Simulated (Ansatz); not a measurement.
Na:
```yaml
crystal:
  lattice:
    - [0.00000, 2.66318, 2.66318]
    - [2.66318, 0.00000, 2.66318]
    - [2.66318, 2.66318, 0.00000]
  atoms:
    - { symbol: Na, position: [0.00000, 0.00000, 0.00000] }
```

Relaxed with r²SCAN. Special points in fractions of this cell's reciprocal vectors: Γ (0.000, 0.000, 0.000); X (0.500, 0.000, 0.500); U (0.625, 0.250, 0.625); K (0.375, 0.375, 0.750); L (0.500, 0.500, 0.500); W (0.500, 0.250, 0.750).

Task: List the band energies nearest the Fermi level at these points for r²SCAN in the plane-wave PAW code Ansatz.

Result: In eV from the Fermi level; about four levels below and three above (degenerate sets whole), none deeper than 8.9 eV; … stands for higher levels left out; points with the same levels are listed once.

```
k  below           above
-  -----  --------------
Γ  -3.48               …
X      –  1.81 2.51 6.60
U      –  2.46 2.49 3.71
L      –     0.48 1.14 …
W      –  3.12 3.12 3.20
```

Space group Fm-3m (fcc (Cu type)). This is a known high-pressure phase of the composition, computed here at zero pressure and temperature. The r²SCAN relaxation kept the symmetry of its start; its stability against distortions is not shown here.

Potentials: the later of the program's two PAW sets.
